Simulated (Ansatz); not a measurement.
# What DFT gives for LaCuSeO

```xyz
8
Lattice="4.0817 0.0000 0.0000 0.0000 4.0817 0.0000 0.0000 0.0000 8.8291" Properties=species:S:1:pos:R:3 pbc="T T T"
Cu    1.0204    3.0613    4.4146
Cu    3.0613    1.0204    4.4146
La    1.0204    1.0204    1.2343
La    3.0613    3.0613    7.5948
Se    1.0204    1.0204    5.9138
Se    3.0613    3.0613    2.9154
O     1.0204    3.0613    0.0000
O     3.0613    1.0204    0.0000
```

The numbers come from plane-wave PAW DFT (Ansatz): r2SCAN, with U_eff = 6.66 eV on La f (all-electron-ortho-atomic projectors), no spin polarisation, 500 eV, 6×6×3 Γ-centred k points, gaussian occupations (width 0.0357 eV). Nothing was relaxed.

(1) What is the character of the valence top and the conduction bottom?

(2) Is there a gap, and of what kind?

(3) Give the Bader charges.

(4) Which atom feels the largest force, and which way?

(5) What do density and ELF say about some of the short contacts?

(6) What does the stress say?

Origin: a database entry at a rescaled volume. Caveats: a Hubbard term without moments, so a magnetic state may lie lower.

Answers

(1) Within 0.7 eV of the edges, the states project mainly on Cu d (53 %) and Se p (37 %) below the gap and on La d (48 %) and Cu s (15 %) above it.

(2) The gap is 1.95 eV, direct at the points sampled.

(3) Bader charges in e: La +2.09, Cu +0.35, Se -1.06, O -1.38. In the mean La gives up most and O takes most.

(4) The largest is on Se5 (and as large on other atoms): 0.33 eV/Å, components (0.00, 0.00, -0.33). It makes 54° with the line to a nearest neighbour, Cu1 at 2.53 Å.

(5) La–O at 2.39 Å: least valence density 0.44 e/Å³ and ELF 0.21 there. Cu–Se at 2.53 Å: least valence density 0.35 e/Å³ and ELF 0.22 there. Cu–Cu at 2.89 Å: least valence density 0.15 e/Å³ and ELF 0.15 there. These are pseudo-fields; inside the PAW spheres they differ from the all-electron ones.

(6) The pressure is 0.3 GPa (compression positive), so with the atoms held at these fractions the cell is close to zero pressure.
